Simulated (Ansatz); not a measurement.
MoRh:
```yaml
crystal:
  lattice:
    - [2.74344, 0.00000, 0.00000]
    - [-1.37172, 2.37589, 0.00000]
    - [0.00000, 0.00000, 4.38880]
  atoms:
    - { symbol: Mo, position: [0.00000, 0.00000, 0.50000] }
    - { symbol: Rh, position: [0.33333, 0.66667, 0.00000] }
```

Relaxed with PBEsol. Special points in fractions of this cell's reciprocal vectors: Γ (0.000, 0.000, 0.000); M (0.500, 0.000, 0.000); K (0.333, 0.333, 0.000); A (0.000, 0.000, 0.500); L (0.500, 0.000, 0.500); H (0.333, 0.333, 0.500).

**Question.** List the band energies nearest the Fermi level at these points for PBEsol in the plane-wave PAW code Ansatz.

**Answer.** In eV from the Fermi level; about four levels below and three above (degenerate sets whole), none deeper than 8.9 eV; … stands for higher levels left out; points with the same levels are listed once.

```csv
k,below,above
Γ,-1.47 -1.47 -0.58 -0.58,1.31 …
M,-2.76 -1.71 -1.65 -0.90,0.44 2.92 4.14
K,-3.51 -3.10 -1.74 -0.34,1.20 1.97 1.97
A,-2.93 -2.93 -2.02 -2.02 -1.73,0.51 0.51 …
L,-5.62 -4.44 -3.78 -1.75,0.05 0.31 1.05
H,-3.03 -1.39 -0.73 -0.29,1.13 2.72 7.47
```

Space group P-6m2. The workflow started from a Materials Project entry (that database holds measured and hypothetical structures alike); the Crystallography Open Database copy checked does not list it. With Mo and Rh taken as one species the cell has the higher symmetry P6_3/mmc, so it may be an ordered model of a mixed-site phase. Whether it is the stable phase at ambient conditions was not checked. The cell was relaxed with PBEsol under the symmetry of its start; its stability against distortions is not shown here. The run is not spin-polarised. Scalar-relativistic: spin–orbit coupling is off unless named, which matters more the heavier the elements.

Potentials: the later of the program's two PAW sets.
